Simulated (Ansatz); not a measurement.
# SCF log, MnO

The cell (4 atoms) is MnO as an experimental structure (space group Fm-3m, primitive cell doubled). The computed pressure is over 10 GPa in size, so the cell is far from the computed equilibrium volume (the chosen U may not suit it). Source: COD entry 1514108; it may be a high-temperature, high-pressure or metastable form.

These are results of DFT, PBE+U, PAW, plane waves, scalar-relativistic (Ansatz development build ahead of 0.2.0), not measurements.

Input file:

```yaml
crystal:
  lattice:
    - [-2.205, -4.41, -2.205]
    - [-2.205, 0.0, -2.205]
    - [2.205, 0.0, -2.205]
  atoms:
    - { symbol: Mn, position: [0.0, 0.0, 0.0], spin: 4.5 }
    - { symbol: Mn, position: [0.5, 0.0, 0.5], spin: -4.5 }
    - { symbol: O, position: [0.0, 0.5, 0.5] }
    - { symbol: O, position: [0.5, 0.5, 0.0] }
  symmetry: { detect: false, time_reversal: true }
magnetization:
  spin_polarized: true
hamiltonian:
  xc: pbe
  pseudopotentials: { kind: paw }
  hubbard:
    sites:
      - { site: 0, l: d, u_eff: 3.9, starting_ns: [{ spin: up, occupation_matrix: s0up }, { spin: down, occupation_matrix: s0down }] }
      - { site: 1, l: d, u_eff: 3.9, starting_ns: [{ spin: up, occupation_matrix: s1up }, { spin: down, occupation_matrix: s1down }] }
    occupation_matrices:
      s0up:
        matrix:
          - [0.999999, 0.0, 0.0, 0.0, 0.0]
          - [0.0, 0.999999, 0.0, 0.0, 0.0]
          - [0.0, 0.0, 0.999999, 0.0, 0.0]
          - [0.0, 0.0, 0.0, 0.999999, 0.0]
          - [0.0, 0.0, 0.0, 0.0, 0.999999]
      s0down:
        matrix:
          - [1.0e-06, 0.0, 0.0, 0.0, 0.0]
          - [0.0, 1.0e-06, 0.0, 0.0, 0.0]
          - [0.0, 0.0, 0.999999, 0.0, 0.0]
          - [0.0, 0.0, 0.0, 1.0e-06, 0.0]
          - [0.0, 0.0, 0.0, 0.0, 1.0e-06]
      s1down:
        matrix:
          - [0.999999, 0.0, 0.0, 0.0, 0.0]
          - [0.0, 0.999999, 0.0, 0.0, 0.0]
          - [0.0, 0.0, 0.999999, 0.0, 0.0]
          - [0.0, 0.0, 0.0, 0.999999, 0.0]
          - [0.0, 0.0, 0.0, 0.0, 0.999999]
      s1up:
        matrix:
          - [1.0e-06, 0.0, 0.0, 0.0, 0.0]
          - [0.0, 1.0e-06, 0.0, 0.0, 0.0]
          - [0.0, 0.0, 1.0e-06, 0.0, 0.0]
          - [0.0, 0.0, 0.0, 0.999999, 0.0]
          - [0.0, 0.0, 0.0, 0.0, 1.0e-06]
basis:
  ecutwfc: 420
kpoints:
  mp_grid: { grid: [5, 8, 7] }
scf:
  occupations: { method: fermi_dirac, width: 0.05 }
  lower_state_search: "off"
  max_iter: 200
output:
  forces: true
  stress: true
  write_density: true
  write_potential: true
  elf: true
  volumetric_format: npy
```

The run was started with:
```sh
ansatz run input.yaml --threads 2 --pin off --max-ram 5120MiB --backend cpu --events-out ev --progress --plain --runs-dir out
```

What the program printed (shortened):

```
Mn: projections on atomic orbitals take those of the free atom [Ne] 3s2 3p6 3d5 4s2, of charge +0.00 (hamiltonian.pseudopotentials.projection_atoms); the dataset's partial waves leave at most 9.0e-7 of an orbital's norm unspanned inside its sphere
O: projections on atomic orbitals take those of the free atom [He] 2s2 2p4, of charge +0.00 (hamiltonian.pseudopotentials.projection_atoms); the dataset's partial waves leave at most 1.9e-8 of an orbital's norm unspanned inside its sphere
Pseudopotentials: kind: paw
Pseudopotential: Mn, paw, valence charge 15, recommended cutoff 420 eV (normal), Mn.paw.azcp
Pseudopotential: O, paw, valence charge 6, recommended cutoff 420 eV (normal), O.paw.azcp
Functional definition: PBE
Crystal: 4 atoms, lattice volume = 42.883 Å³
Basis set: ecut = 420 eV, 855 PW (Γ), exchange–correlation on 80×48×48 points (8 copies of the dense FFT grid, shifted against one another)
Bands: 31, of which v1, the nominal top of the filled ones, is band 21 counted from 1 (20 counted from 0)
Symmetry: 1 space group operations
k-points: 141 of 280 (time reversal used)
Non-local potential: Mn, projectors of the file, l = 0: 3, l = 1: 2, l = 2: 3, l = 3: 1
Non-local potential: O, projectors of the file, l = 0: 2, l = 1: 2, l = 2: 1
Initial density: superposition of atomic densities (chi_scale 0.1, normalization cell, long waves kept (reshape's long-wave potential 0.00 eV rms))
Starting moments: Σ|m| = 9 μB on 2 of 4 sites
Initial wavefunctions: pseudopotential atomic-orbital guess
Functional: x = pbe(κ = 0.804, μ = 0.2195149727645171), c = pbe(β = 0.06672455060314922)
SCF iter   1: F=—  HF=-8931.801355 eV  |F-HF|=—  |Δ(HF+E_count)|=         —  Δρ=1.68e-1 (↑1.32e-1 ↓1.68e-1)  dr2=3.07e1  dr2_m=1.01e0  M=-0.686 μB ∫|m|=7.890 μB  β_m=0.30  ethr=3.10e-3  ⟨swp⟩=4.0  Hψ=29902  notcnv=0  defer=27
preconditioner: auto → Kerker (q_TF=auto, 2.719 Å⁻¹)  [metal: Δε(μ)=0.026 eV  Ē_g=12.022 eV  σ=0.050 eV  W_gap=0.13  n_scr=14 (ndim 8)  ℏωp=28.9 eV  f_vac=0.000  D(μ)=1.89/eV (n_scr^D=14)]
spin=Collinear: Kerker preconditioning applied to the charge; magnetization (m = ρ↑ − ρ↓) channel mixes plain (no charge-response kernel on spin).
SCF iter   2: F=—  HF=-8927.613372 eV  |F-HF|=—  |Δ(HF+E_count)|=    4.19e0  Δρ=4.58e-2 (↑3.19e-2 ↓4.58e-2)  dr2=1.39e0  dr2_m=2.68e-1  M=-0.382 μB ∫|m|=9.083 μB  β_m=1.00  ethr=3.10e-3  ⟨swp⟩=3.0  Hψ=20135  notcnv=0  defer=1066
SCF iter   3: F=—  HF=-8928.881622 eV  |F-HF|=—  |Δ(HF+E_count)|=    1.27e0  Δρ=3.17e-2 (↑3.03e-2 ↓3.17e-2)  dr2=5.81e-1  dr2_m=2.10e-1  M=-0.014 μB ∫|m|=9.477 μB  β_m=1.00  ethr=3.10e-3  ⟨swp⟩=2.3  Hψ=13565  notcnv=0  defer=1047
SCF iter   4: F=—  HF=-8929.765511 eV  |F-HF|=—  |Δ(HF+E_count)|=   8.84e-1  Δρ=1.05e-2 (↑9.19e-3 ↓1.05e-2)  dr2=8.42e-2  dr2_m=4.27e-3  M=-0.000 μB ∫|m|=9.542 μB  β_m=1.00  ethr=1.38e-3  ⟨swp⟩=2.3  Hψ=13561  notcnv=0  defer=1049
SCF iter   5: F=—  HF=-8930.400446 eV  |F-HF|=—  |Δ(HF+E_count)|=   6.35e-1  Δρ=6.63e-3 (↑6.21e-3 ↓6.63e-3)  dr2=2.84e-2  dr2_m=1.32e-3  M=-0.000 μB ∫|m|=9.581 μB  β_m=0.30  ethr=2.00e-4  ⟨swp⟩=2.5  Hψ=13084  notcnv=0  defer=1043
Mixer restart at iter 5: flushing history
spin-set hold released at iteration 5 (site moments contracting): the magnetisation degrees of freedom join the quasi-Newton model from the next iteration; the mixer history was flushed
SCF iter   6: F=—  HF=-8930.741932 eV  |F-HF|=—  |Δ(HF+E_count)|=   3.41e-1  Δρ=5.14e-3 (↑5.14e-3 ↓4.93e-3)  dr2=1.88e-2  dr2_m=1.52e-3  M=-0.000 μB ∫|m|=9.601 μB  β_m=0.65  ethr=6.76e-5  ⟨swp⟩=2.0  Hψ=10240  notcnv=0  defer=1036
SCF iter   7: F=—  HF=-8931.110913 eV  |F-HF|=—  |Δ(HF+E_count)|=   3.69e-1  Δρ=2.53e-3 (↑2.25e-3 ↓2.53e-3)  dr2=3.98e-3  dr2_m=3.77e-4  M=-0.000 μB ∫|m|=9.637 μB  β_m=0.62  ethr=4.47e-5  ⟨swp⟩=2.6  Hψ=15574  notcnv=0  defer=1036
SCF iter   8: F=—  HF=-8931.110599 eV  |F-HF|=—  |Δ(HF+E_count)|=   3.14e-4  Δρ=9.36e-4 (↑9.36e-4 ↓8.01e-4)  dr2=8.18e-4  dr2_m=7.13e-5  M=-0.000 μB ∫|m|=9.639 μB  β_m=0.76  ethr=9.47e-6  ⟨swp⟩=2.4  Hψ=14522  notcnv=0  defer=1029
SCF iter   9: F=—  HF=-8931.110993 eV  |F-HF|=—  |Δ(HF+E_count)|=   3.94e-4  Δρ=3.80e-4 (↑3.55e-4 ↓3.80e-4)  dr2=1.72e-4  dr2_m=1.37e-5  M=-0.000 μB ∫|m|=9.640 μB  β_m=0.85  ethr=1.95e-6  ⟨swp⟩=2.1  Hψ=10178  notcnv=0  defer=1029
SCF iter  10: F=—  HF=-8931.111071 eV  |F-HF|=—  |Δ(HF+E_count)|=   7.87e-5  Δρ=1.20e-4 (↑8.76e-5 ↓1.20e-4)  dr2=1.25e-5  dr2_m=6.27e-7  M=-0.000 μB ∫|m|=9.640 μB  β_m=0.83  ethr=4.10e-7  ⟨swp⟩=2.3  Hψ=12067  notcnv=0  defer=1029
SCF iter  11: F=—  HF=-8931.111077 eV  |F-HF|=—  |Δ(HF+E_count)|=   5.65e-6  Δρ=3.01e-5 (↑3.01e-5 ↓2.38e-5)  dr2=2.36e-6  dr2_m=6.82e-8  M=-0.000 μB ∫|m|=9.640 μB  β_m=0.91  ethr=2.97e-8  ⟨swp⟩=2.0  Hψ=12522  notcnv=0  defer=1029
SCF iter  12: F=—  HF=-8931.111077 eV  |F-HF|=—  |Δ(HF+E_count)|=   7.24e-8  Δρ=1.83e-5 (↑1.32e-5 ↓1.83e-5)  dr2=4.42e-7  dr2_m=1.13e-8  M=-0.000 μB ∫|m|=9.640 μB  β_m=0.96  ethr=5.61e-9  ⟨swp⟩=2.2  Hψ=11246  notcnv=0  defer=1029
SCF iter  13: F=—  HF=-8931.111077 eV  |F-HF|=—  |Δ(HF+E_count)|=   1.16e-7  Δρ=9.01e-6 (↑9.01e-6 ↓8.13e-6)  dr2=1.69e-7  dr2_m=6.29e-9  M=-0.000 μB ∫|m|=9.640 μB  β_m=0.86  ethr=2.38e-10  ⟨swp⟩=12.5  Hψ=59376  notcnv=0
SCF iter  14: F=-8931.111077 eV  HF=-8931.111077 eV  |F-HF|=9.49e-9  |Δ(HF+E_count)|=   5.07e-8  Δρ=3.88e-6 (↑3.62e-6 ↓3.88e-6)  dr2=2.35e-8  dr2_m=1.28e-9  M=-0.000 μB ∫|m|=9.640 μB  ethr=2.38e-10  ⟨swp⟩=7.7  Hψ=45808  notcnv=0
WARN: hamiltonian.hubbard: on 2 of 4 specified blocks the occupation matrix of this SCF's result fails the test of the specified filling. At site 0 ↓ (sites count from 0 in the list of atoms of the cell that this SCF solves) the least filled combination of the orbitals specified full has occupation 0.035, and the fullest combination of the orbitals specified empty has occupation 0.093; the filling counts as kept where the first is at least 0.75 and exceeds the second by more than 0.25. The same holds at site 1 ↑. [...]
SCF 1 converged in 14 iterations: F = -8931.111077 eV  dr2 = 2.35e-8
  greatest PAW one-centre occupation: 1.004 electrons in one spin orbital (limit 2), on the Mn atom at site 1 (counted from 0), in its partial waves of l = 1
SCF converged after 14 iterations
Magnetization: -0.0000 μB (21.0000 up, 21.0000 down)
Absolute magnetization: 9.6401 μB (∫|ρ↑−ρ↓|, with the PAW one-centre terms)
Spin contamination: 4.9697 ħ² per cell (⟨S²⟩ above its minimum at these occupations)
Per-site moments (μB) at R_I (Å): [(4.2428, 0.9095), (-4.2428, 0.9095), (0.0626, 0.9095), (-0.0626, 0.9095)]
Free energy (F): -8931.111077 eV
Harris-Foulkes:  -8931.111077 eV  (|F-HF|=9.49e-9)
Internal energy: -8931.111070 eV  (E = F + TS)
E sigma→0 (E₀):  -8931.111073 eV
Entropy (-TS):   -0.000007 eV (-0.002 meV/atom)
Fermi energy:    13.717714 eV
--- Per-component energies (eV) ---
  E_band       = -497.766914
  E_kinetic    = 949.027723
  E_local      = -4405.517949  (includes V_loc(G=0)·N_el)
  E_nonlocal   = 606.807137
  E_hartree    = 1767.467940
  E_xc         = -369.940379
  E_vxc        = -472.619682  (∫ρ·V_xc dr)
  E_hubbard    = 1.126385  (on-site DFT+U / exact-exchange correction)
  E_vhub       = -18.260595  (the Hubbard potential's part of the band-sum identity)
  E_paw        = -2932.277406  (= ΣΔE_a)
  E_vpaw       = -692.141591  (= ΣTr[D̂ρ^β])
  E_aug_tail   = 0.004885  (compensation charges beyond the density's cutoff)
  E_ewald      = -4547.809406
  E_smearing   = -0.000007  (= −TS)
  E_closure    = -0.000000  (closes the sum)
  Σ components = -8931.111077   (vs F -8931.111077, Δ=0.00e0)
--- Specified on-site occupations, and those of the state reported ---
  electrons in the specified blocks: 12.0000 specified, 10.5197 found
  site 0 (l=d) ↓: largest change of an orbital's occupation 0.9650; electrons 1.0000 specified, 0.2845 found; spectral distance 0.9136
  site 1 (l=d) ↑: largest change of an orbital's occupation 0.9088; electrons 1.0000 specified, 0.2845 found; spectral distance 0.9136
  site 0 (l=d) ↑: largest change of an orbital's occupation 0.0062; electrons 5.0000 specified, 4.9753 found; spectral distance 0.0116
  site 1 (l=d) ↓: largest change of an orbital's occupation 0.0062; electrons 5.0000 specified, 4.9753 found; spectral distance 0.0116
--- Forces (eV/Å), atoms counted from 1 ---
  atom   1  Mn     0.00000001     0.00000003    -0.00000004
  atom   2  Mn     0.00000001     0.00000000     0.00000002
  atom   3  O     -0.00000000    -0.00000000     0.00000000
  atom   4  O      0.00000000     0.00000000     0.00000000
  max |Σ_I F_I| component: 3.19e-8 eV/Å
--- Stress (GPa, compression-positive) ---
       12.411666      -0.000129      -0.000642
       -0.000129      11.560798      -0.000129
       -0.000642      -0.000129      12.411638
  P = ⅓ Tr σ = 12.1280 GPa (121.280 kbar)
--- Band table (eV; the first three rows and the last of 282) ---
  k-point 0 ↑: bands = ["-68.0717", "-63.0453", "-36.8441", "-36.8197", "-36.8197", "-31.9200", "-31.8860", "-31.8859", "-6.1006", "-5.1301", "7.1826", "7.8482", "8.9586", "8.9586", "9.1702", "9.4522", "9.4522", "9.4698", "10.5353", "10.5390", "10.5390", "14.0594", "15.5249", "17.0940", "17.1671", "17.2346", "17.2346", "20.1718", "22.4337", "25.2212", "28.1952"]
  k-point 1 ↑: bands = ["-68.0712", "-63.0448", "-36.8434", "-36.8267", "-36.8189", "-31.9195", "-31.8948", "-31.8850", "-5.9778", "-5.0908", "7.1655", "7.5397", "8.2270", "8.9249", "8.9772", "8.9843", "9.4111", "9.8167", "10.3109", "10.5937", "11.1438", "14.9335", "15.8923", "17.1719", "17.2397", "17.3262", "17.4205", "20.6421", "22.4721", "24.2747", "27.1677"]
  k-point 2 ↑: bands = ["-68.0704", "-63.0433", "-36.8423", "-36.8418", "-36.8172", "-31.9183", "-31.9148", "-31.8827", "-5.6624", "-5.0273", "6.6319", "7.1317", "7.3807", "8.2910", "8.8456", "9.0194", "9.1334", "9.6083", "10.4975", "10.7255", "12.3161", "16.4483", "16.6628", "17.0447", "17.2511", "17.6858", "18.1665", "21.8057", "22.4257", "22.6502", "25.4674"]
  k-point 140 ↓: bands = ["-68.0710", "-63.0442", "-36.8439", "-36.8263", "-36.8245", "-31.9202", "-31.8937", "-31.8915", "-5.4893", "-5.2778", "6.5604", "7.0503", "7.5410", "7.6743", "8.1512", "9.2259", "9.9420", "10.2107", "10.3506", "10.6137", "12.5468", "16.0951", "16.9761", "17.3393", "17.5654", "17.8997", "18.0348", "19.4116", "24.0567", "25.0690", "25.1887"]
```

Among 15 converged runs of this cell from various starts and settings, this end is the lowest found.

A static U favours moments and orbital order; the result depends on U and need not be the measured state. The mesh has less symmetry than the lattice, which lowers the symmetry of the run.

The run took 37 s on 2 threads of Arm Neoverse V2, on a shared host, peak memory 0.69 GiB.
